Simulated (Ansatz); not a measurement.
**MnHg: moving Hg off its site**

MnHg, P4/mmm, a = 3.288 Å, c = 3.313 Å (as given, not relaxed at this level: 1.8 GPa). The structure is a COD entry; whether it is the stable form wasn't checked. Ansatz: PBE, PAW, 420 eV, Γ-centred 14×14×14 mesh on 2 atoms, Gaussian smearing 0.15 eV; collinear spin, largest moment 3.8 μB.

```yaml
crystal:
  lattice:
    - [3.28800, 0.00000, 0.00000]
    - [0.00000, 3.28800, 0.00000]
    - [0.00000, 0.00000, 3.31300]
  atoms:
    - { symbol: Mn, position: [0.50000, 0.50000, 0.50000] }
    - { symbol: Hg, position: [0.00000, 0.00000, 0.00000] }
```

Atom 2 (Hg) moves by x along the unit vector (0.000, 0.000, 1.000), with its periodic images; all else is held. y is the free energy of the cell over the start, F the force along the path summed over the moved atoms. Symmetry makes y even in x.

| x (Å) | y (meV) | F (eV/Å) |
| --- | --- | --- |
| -0.5000 | ? | ? |
| -0.2500 | 106.9 | 0.85 |
| 0.0000 | 0.0 | 0.00 |
| 0.0625 | 6.7 | -0.22 |
| 0.1250 | 26.9 | -0.43 |
| 0.1875 | 60.4 | -0.64 |
| 0.3125 | 166.2 | -1.05 |
| 0.3750 | 238.5 | -1.26 |
| 0.4375 | 324.5 | -1.49 |

**Question.** Fit y = c2 x² + c4 x⁴ to the energies of the other rows, give the force constant, and predict energy and force of the missing row.

**Answer.** Least squares on the rows shown. y = 1712.5 x² − 95.554 x⁴. The force constant is 2 c2 = 3.42 eV/Å² (for all images moving together, not for a lone atom). The force −dy/dx at the missing row is 1.66 eV/Å (computed 1.71). At x = -0.5000 the fit asked for gives 422.2 meV. The run gave 424.5 meV, so the fit is 2.3 meV too low, a small miss on the scale of the series.

Only parallel moments were tried here. Spin–orbit coupling is left out, which can shift energies with elements as heavy as these.

Cost: 9 runs of about 11 core-minutes in all, on Arm Neoverse V1 (shared hosts).